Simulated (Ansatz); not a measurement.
The start is a generated trial cell of Ge in the AFLOW prototype A_cI16_206_c (as in Si). The cell and all atomic positions are relaxed at zero pressure with r2SCAN (plane waves to 500 eV, PAW, scalar-relativistic; Ansatz, an electronic-structure program). The first steps use a coarse 5×5×5 k-mesh.

Input geometry:
```
Ge
1.0
   -3.45270     3.45270     3.45270
    3.45270    -3.45270     3.45270
    3.45270     3.45270    -3.45270
Ge
8
Direct
  0.29980   0.29980   0.29980
  0.50000   0.00000   0.20020
  0.00000   0.20020   0.50000
  0.20020   0.50000   0.00000
  0.70020   0.70020   0.70020
  0.50000   0.00000   0.79980
  0.00000   0.79980   0.50000
  0.79980   0.50000   0.00000
```

```yaml
initial_pressure: "+2 GPa (positive: the cell is compressed)"
largest_initial_force: about 0.2 eV/Å, on Ge1, Ge2, Ge3, Ge4, Ge5, Ge6, Ge7, Ge8 (atoms numbered as listed)
outcome: The space group stays Ia-3 (No. 206) (the run could not lower it); the end is AFLOW prototype A_cI16_206_c (as in Si), with 8 atoms in the primitive cell
volume_change: +2.6 %, from 20.58 to 21.11 Å³/atom
Shortest distances (start → end): "The closest pairs of elements (up to four, under 3.6 Å), start → end: Ge–Ge 2.39 → 2.43 Å"
optimiser_moves: 3
```

Final structure:

Space group Ia-3 (No. 206); a = b = c = 6.965 Å, α = β = γ = 90.00°

```csv
atom,site,symmetry,x,y,z
Ge,16c,.3.,0.1494,0.1494,0.1494
```
(The calculation used a cell of 8 atoms; values per cell refer to that cell.)

Final values are on a 10×10×10 k-mesh of the relaxed cell. No spin polarisation in the result.

The run could not lose the symmetry of its start; a randomly shaken copy of 8 atoms returns to this structure.

The relaxed structure here is a generated cell of Ge: the first start was made by placing the elements on the sites of a structure type, and the end was not matched to a known phase here, so it may be hypothetical. Known forms of Ge include space group No. 227.
